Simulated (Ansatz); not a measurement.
# Relaxing a structure of TiC

The start is a relaxed TiC cell displaced along its unstable phonon at q = (½, 0, 0) of its primitive reciprocal cell (341i cm⁻¹), largest move 0.15 Å. A full variable-cell relaxation at zero pressure is run with r2SCAN (plane waves to 500 eV, PAW, scalar-relativistic; Ansatz, a quantum-chemistry and plane-wave program). First-step values are on the input's coarse k-mesh.

Ansatz input (later rounds restart from its end on a renewed k-mesh):
Ansatz 0.2 input:
```yaml
crystal:
  lattice:
    - [5.4083853548, 0, 0]
    - [0, 2.7041926774, 0]
    - [0, 0, 2.7041926774]
  atoms:
    - { symbol: Ti, position: [0, 0, 0.0554694202] }
    - { symbol: Ti, position: [0.5, 0, -0.0554694202] }
    - { symbol: C, position: [0.25, 0.5, 0.5] }
    - { symbol: C, position: [0.75, 0.5, 0.5] }
basis: { ecutwfc: 500, ecutrho_ratio: 4, xc_grid: 4, fft_grid_basis: typed }
kpoints: { mp_grid: { grid: [6, 12, 12] } }
hamiltonian:
  xc: r2scan
  dispersion: none
  pseudopotentials: { azcp: { folder: ./paw }, kind: paw }
scf: { occupations: { method: fermi_dirac, width: 0.05 } }
relax: { f_tol: 0.01, max_steps: 100, cell: { stress_tol: 0.02 } }
output: { forces: true, stress: true }
```

Problem. What is the largest force in the starting geometry, and on which atom (counted from 1)?

Solution. 1.64 eV/Å, on Ti1, Ti2 (atoms numbered as listed).

Problem. How much energy is released per atom?

Solution. 0.35 eV/atom.

Problem. Does it find its way back to the structure it was made from?

Solution. It does not go back: it reaches Pmma (No. 51), 0.43 eV/atom below the parent.

Problem. Is the relaxed structure metallic? Give its gap.

Solution. No gap (metallic).

Problem. What does it relax into? Give the structure.

Solution. 
```cif
data_C2Ti2
_chemical_formula_sum 'Ti2 C2'
_space_group_name_H-M_alt 'Pmma'
_space_group_IT_number 51
_space_group_name_Hall '-P 2a 2a'
_cell_length_a 5.39608
_cell_length_b 2.88739
_cell_length_c 2.77545
_cell_angle_alpha 90.000
_cell_angle_beta 90.000
_cell_angle_gamma 90.000
loop_
_space_group_symop_operation_xyz
  'x, y, z'
  '-x, -y, -z'
  '-x+1/2, -y, z'
  'x+1/2, y, -z'
  'x+1/2, -y, -z'
  '-x+1/2, y, z'
  '-x, y, -z'
  'x, -y, z'
loop_
_atom_site_label
_atom_site_type_symbol
_atom_site_symmetry_multiplicity
_atom_site_Wyckoff_symbol
_atom_site_fract_x
_atom_site_fract_y
_atom_site_fract_z
_atom_site_occupancy
Ti1 Ti 2 e 0.25000 0.00000 0.23888 1
C1 C 2 d 0.50000 0.50000 0.50000 1
```

Final values are on a 9×16×17 k-mesh of the relaxed cell. No spin polarisation in the result.

The run could not lose the symmetry of its start, so the end can be a saddle point.

The relaxed structure here is a generated cell of TiC: the first start was made by placing the elements on the sites of a structure type, and the end was not matched to a known phase here, so it may be hypothetical. Known forms of TiC include space group No. 225.
